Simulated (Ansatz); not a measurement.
# Electric field gradients in Ti₂Co

Computed with DFT LDA, scalar-relativistic, plane waves, PAW in Ansatz. Plane waves to 420 eV; Γ-centred k mesh 10×10×10; Gaussian smearing of 0.20 eV. Collinear spin, site moments 0.0, 0.0, 0.0, 0.0, 0.5, 0.5 μB.

The cell, relaxed at this level:
```yaml
crystal:
  lattice:
    - [0.00000, 3.43425, 3.43425]
    - [3.43425, 0.00000, 3.43425]
    - [3.43425, 3.43425, 0.00000]
  atoms:
    - { symbol: Ti, position: [0.12500, 0.12500, 0.12500] }
    - { symbol: Ti, position: [0.62500, 0.12500, 0.12500] }
    - { symbol: Ti, position: [0.12500, 0.12500, 0.62500] }
    - { symbol: Ti, position: [0.12500, 0.62500, 0.12500] }
    - { symbol: Co, position: [0.50000, 0.50000, 0.50000] }
    - { symbol: Co, position: [0.75000, 0.75000, 0.75000] }
```

In a metal these results depend on the k mesh and the smearing.

Give V_zz (10²¹ V/m²) and the asymmetry η at each distinct site.

## Answers

| atom | V_zz | η |
| --- | --- | --- |
| Ti (atom 1) | 6.45 | 0.00 |
| Co (atom 5) | 0.000 | zero by symmetry |

Cost: 1 run of about 0.49 core-minutes, on AMD EPYC 7R43 (Zen 3) (shared hosts).